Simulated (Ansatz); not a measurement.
Crystals of one structure type (rock salt) and one family of elements, relaxed and computed with the program Ansatz at the PBE level (PAW).

| crystal | V (Å³/atom) | highest Γ mode, no LO–TO term (cm⁻¹) |
|---|---|---|
| NaF | 12.99 | 224 |
| LiCl | 17.08 | 167 |
| KF | 19.91 | 165 |
| LiBr | 20.92 | 141 |
| RbCl | 37.58 | 102 |
| RbBr | 43.20 | ? |
| KI | 46.31 | 88 |

**Question.** Fit a straight line to ln ω against ln V and predict the withheld value.

**Answer.** Least squares on the 6 shown rows: ln ω = -0.70 × ln V + (7.152), with a scatter of 5 %. For RbBr this gives 91. The run itself gave 76, outside the scatter: the line misses something about this case.

All cells were relaxed under the symmetry of their starts (and spin orders); stability against distortions was not tested throughout. Spin–orbit coupling is left out wherever it is not named.

Potentials: the later of the program's two PAW sets.
